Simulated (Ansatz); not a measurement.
BaGe3Pt:
```cif
data_Ba2Ge6Pt2
_chemical_formula_sum 'Ba2 Pt2 Ge6'
_space_group_name_H-M_alt 'I4mm'
_space_group_IT_number 107
_space_group_name_Hall 'I 4 -2'
_cell_length_a 4.55024
_cell_length_b 4.55024
_cell_length_c 10.19040
_cell_angle_alpha 90.000
_cell_angle_beta 90.000
_cell_angle_gamma 90.000
loop_
_atom_site_label
_atom_site_type_symbol
_atom_site_symmetry_multiplicity
_atom_site_Wyckoff_symbol
_atom_site_fract_x
_atom_site_fract_y
_atom_site_fract_z
_atom_site_occupancy
Ba1 Ba 2 a 0.00000 0.00000 0.99918 1
Pt1 Pt 2 a 0.00000 0.00000 0.64766 1
Ge1 Ge 2 a 0.00000 0.00000 0.40064 1
Ge2 Ge 4 b 0.00000 0.50000 0.25411 1
```
(The calculation used a cell of 5 atoms; values per cell refer to that cell.)

Relaxed at zero pressure with the program Ansatz at the PBEsol level (PAW).

Task: The volume is raised by 6 % and shape and atoms relax at that volume. What pressure results, and how do the axes share the change?

Result: -4.4 GPa; a 2.0 %, b 2.0 %, c 1.9 %; the energy rises by 18 meV/atom.

Task: Give the new structure.

Result: 
Space group I4mm (No. 107); a = b = 4.641 Å, c = 10.384 Å, α = β = γ = 90.00°

| atom | site | symmetry | x | y | z |
|---|---|---|---|---|---|
| Ba | 2a | 4mm | 0.0000 | 0.0000 | 0.9985 |
| Pt | 2a | 4mm | 0.0000 | 0.0000 | 0.6493 |
| Ge | 2a | 4mm | 0.0000 | 0.0000 | 0.4017 |
| Ge | 4b | 2mm. | 0.0000 | 0.5000 | 0.2531 |

The phase is kept; no other phase was compared at this pressure.

The workflow started from an entry of the Crystallography Open Database (COD, 293 K). Whether it is the stable phase at ambient conditions was not checked. The cell was relaxed with PBEsol under the symmetry of its start; its stability against distortions is not shown here. The run is not spin-polarised. Spin–orbit coupling is left out wherever it is not named.

Potentials: the later of the program's two PAW sets.
